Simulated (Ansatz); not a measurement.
Here is the system:

Sr2CuO3:
```
Sr2CuO3
1.0
   -1.75480     1.96385     6.29768
    1.75480    -1.96385     6.29768
    1.75480     1.96385    -6.29768
Sr Cu O
2 1 3
Direct
  0.14677   0.64677   0.50000
  0.85323   0.35323   0.50000
  0.50000   0.00000   0.50000
  0.00000   0.00000   0.00000
  0.34592   0.84592   0.50000
  0.65408   0.15408   0.50000
```

This is the r²SCAN-relaxed structure.

All from DFT-r²SCAN in the program Ansatz with PAW potentials, unless another level is named. Predict the electronic character.

metallic (no gap).

Next, the formation energy from the elements (no fitted shifts)?

-2.29 eV/atom.

Next, the density of states at the Fermi level?

0.11 states/eV per atom (mean over ±0.08 eV).

Space group Immm. The first step of the workflow began from a Materials Project structure, measured or hypothetical; the Crystallography Open Database files this formula in space group No. 71, but the cells were not matched. Its standing as an ambient phase is unchecked. The r²SCAN relaxation kept the symmetry of its start; whether a distortion lowers the energy is not shown. No spin polarisation was allowed. No Hubbard U is applied. Without spin polarisation and U, an open-shell compound can come out a false metal. The references are the lowest solids computed at this level, not always the standard phases (solids in place of the gases). Spin–orbit coupling is left out wherever it is not named.

Potentials: the later of the program's two PAW sets.
